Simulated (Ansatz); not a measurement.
Ni3Si (Cu3Au type)

```xyz
4
Lattice="3.4611 0.0000 0.0000 0.0000 3.4611 0.0000 0.0000 0.0000 3.4611" Properties=species:S:1:pos:R:3 pbc="T T T"
Si     0.0000     0.0000     0.0000
Ni     0.0000     1.7305     1.7305
Ni     1.7305     0.0000     1.7305
Ni     1.7305     1.7305     0.0000
```

The slice is a {100} plane (indices of the conventional cell) through the point (0.000, 0.500, 0.500) (fractional), spanned by u = [100] and v = [010] in vectors of this cell: u (3.46 Å) and v (3.46 Å, at 90° to u). It covers one period; positions are fractions (u, v).

These are PBEsol (plane waves to 420 eV, PAW, scalar-relativistic; Ansatz, a quantum-chemistry and plane-wave program) values and carry that method's errors. k mesh 13×13×13. Inside the PAW spheres the values are not all-electron values, and peaks at nuclei hang on which shells count as valence. At this level the bands of Ni3Si touch or barely overlap. Ni3Si is run without spin polarisation. Ni3Si was relaxed with its symmetry unable to fall.

**Question.** What is the valence density on the shortest Ni–Ni line in this plane (2.45 Å), at its midpoint?

**Answer.** 0.36 e/Å³.

**Question.** What is the ELF at the midpoint of the shortest Ni–Ni line in this plane (2.45 Å)?

**Answer.** 0.26.

**Question.** Sketch the valence electron density on this plane as a map.

**Answer.** 
```
|9987643210000000000012346789|
|9887543110000000000011345788|
|7776532110000000000011235677|
|6654422110000000000011224456|
|5443221100000000000001122344|
|3332211110111111111011112233|
|2211111111111222111111111112|
|1111111111223333322111111111|
|0000001112234454432211100000|
|0000001122455666554221100000|
|0000001123467777764321100000|
|0000001134578898875431100000|
|0000001234678999876432100000|
|0000001235679999976532100000|
|0000001234678999876432100000|
|0000001134578898875431100000|
|0000001123467777764321100000|
|0000001122455666554221100000|
|0000001112234454432211100000|
|1111111111223333322111111111|
|2211111111111222111111111112|
|3332211110111111111011112233|
|5443221100000000000001122344|
|6654422110000000000011224456|
|7776532110000000000011235677|
|9887543110000000000011345788|
|9987643210000000000012346789|
|9997653210000000000012356799|
```
Scale: ten equal steps from -0.71 (start of '0') to 1.78 (end of '9'), in the order '0123456789'. Values: log₁₀ of the valence density in e/Å³. The map has 28 points along u (one character each, u = 0 at the left) and 28 along v (v = 0 in the bottom row). The scale is logarithmic, as a density can span decades between atoms and voids.
